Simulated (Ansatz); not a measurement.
The calculation used Ansatz 0.2.0, DFT PBE, scalar-relativistic, plane waves, PAW. Settings: cutoff 420 eV, Γ-centred meshes spaced at most about 0.3 Å⁻¹, and about 0.25 Å⁻¹ or finer for metals (2π included), Gaussian smearing. Collinear spin in cells that started with moments and kept them past the coarse steps, no spin elsewhere.

Each of these unrelaxed guesses is relaxed in cell and atoms within its symmetry. A guess keeps its type if space group and coordination stay and the shape of the cell changes little (axis ratios within about 15 %, angles within 6°); the volume may change.

1. CdPtC2N2

```
Cd Pt C N
1.0
     4.06797    0.00000    0.00000
     1.57085    4.33711    0.00000
     0.68305    1.78459    8.15483
Cd Pt C N
1 1 2 2
Cartesian
  0.0000 0.0000 0.0000
  3.1609 3.0609 4.0774
  3.7175 1.1827 1.5755
  2.6044 4.9390 6.5793
  3.5126 1.8743 2.4968
  2.8093 4.2474 5.6581
```

2. Gd2NbO (collinear spin from parallel moments)

```
Gd Nb O
1.0
     3.90902    0.00000    0.00000
     0.00000    3.90902    0.00000
     0.00000    0.00000    5.31702
Gd Nb O
2 1 1
Direct
  0.00000 0.00000 0.50000
  0.50000 0.50000 0.00000
  0.00000 0.00000 0.00000
  0.50000 0.50000 0.50000
```

3. ZnGaC2N2

```
Zn Ga C N
1.0
     3.62729    0.00000    0.00000
     0.96099    3.96728    0.00000
     1.44304    1.58612    7.25851
Zn Ga C N
1 1 2 2
Direct
  0.00000 0.00000 0.00000
  0.50000 0.00000 0.50000
  0.18898 0.62204 0.18898
  0.81102 0.37796 0.81102
  0.30432 0.39136 0.30432
  0.69568 0.60864 0.69568
```

4. BeSe4

```
Be Se
1.0
     3.94845   -4.20029    0.00000
     3.94845    4.20029    0.00000
     0.00000    0.00000    3.51317
Be Se
1 4
Direct
  0.00000 0.00000 0.00000
  0.27967 0.27967 0.00000
  0.18155 0.81845 0.50000
  0.81845 0.18155 0.50000
  0.72033 0.72033 0.00000
```

5. ZnCoC4N4 (collinear spin from parallel moments)

```
Zn Co C N
1.0
     5.88262    0.00000    0.00000
     0.00000    5.88262    0.00000
     0.00000    0.00000    5.88262
Zn Co C N
1 1 4 4
Direct
  0.00000 0.00000 0.00000
  0.50000 0.50000 0.50000
  0.18814 0.18814 0.18814
  0.18814 0.81186 0.81186
  0.81186 0.18814 0.81186
  0.81186 0.81186 0.18814
  0.30297 0.30297 0.30297
  0.30297 0.69703 0.69703
  0.69703 0.30297 0.69703
  0.69703 0.69703 0.30297
```

6. CdCoC4N4 (collinear spin from parallel moments)

```
Cd Co C N
1.0
     5.97962    0.00000    0.00000
     0.00000    5.97962    0.00000
     0.00000    0.00000    5.97962
Cd Co C N
1 1 4 4
Cartesian
  0.0000 0.0000 0.0000
  2.9898 2.9898 2.9898
  1.1553 1.1553 1.1553
  1.1553 4.8243 4.8243
  4.8243 1.1553 4.8243
  4.8243 4.8243 1.1553
  1.8308 1.8308 1.8308
  1.8308 4.1488 4.1488
  4.1488 1.8308 4.1488
  4.1488 4.1488 1.8308
```

Question: Which keep their type?

Answer: Guesses 2, 5 and 6 keep their type.

```tsv
guess	kept	start group	end group	V start (Å³/atom)	V end	b/a and c/a, end over start	nearest neighbours start	nearest neighbours end
1	no	P-1	C2/m	24.0	17.8	-	C 1, Cd 2, N 1, Pt 2	C 1, Cd 2, N 1, Pt 2
2	yes	P4/mmm	P4/mmm	20.3	20.2	1.00, 1.00	Gd 6, Nb 6, O 6	Gd 6, Nb 6, O 6
3	no	P-1	P-1	17.4	12.5	1.07, 0.80	C 1, Ga 2, N 1, Zn 2	C 1, Ga 4, N 1, Zn 4
4	no	Cmmm	Cmmm	23.3	28.3	1.18, 1.00	Be 6, Se 1/2	Be 4, Se 1/2
5	yes	P-43m	P-43m	20.4	20.4	1.00, 1.00	C 1, Co 4, N 1, Zn 4	C 1, Co 4, N 1, Zn 4
6	yes	P-43m	P-43m	21.4	23.1	1.00, 1.00	C 1, Cd 4, Co 4, N 1	C 1, Cd 4, Co 4, N 1
```

Neighbours count within 15 % of an atom's shortest distance; end groups are read at 0.02 Å (0.05 Å in metals).

No dispersion correction is applied, so the spacing and binding between layers, chains or molecules are poorly described (ZnGaC2N2 P-1, BeSe4 Cmmm). Spin–orbit coupling, which can matter for Pt, is left out. In ZnGaC2N2 P-1 an odd number of electrons in the primitive cell allows no gap without spin; a larger cell or a magnetic state could open one. A magnetic state wasn't ruled out in cells without spin, among them BeSe4 Cmmm. The 4f shell of Gd is treated without a Hubbard U, which places its levels poorly. The magnetic state reached may not be the lowest. Cells relaxed within their symmetry can be saddle points.

In counts of neighbours, a slash parts the counts of unlike sites.
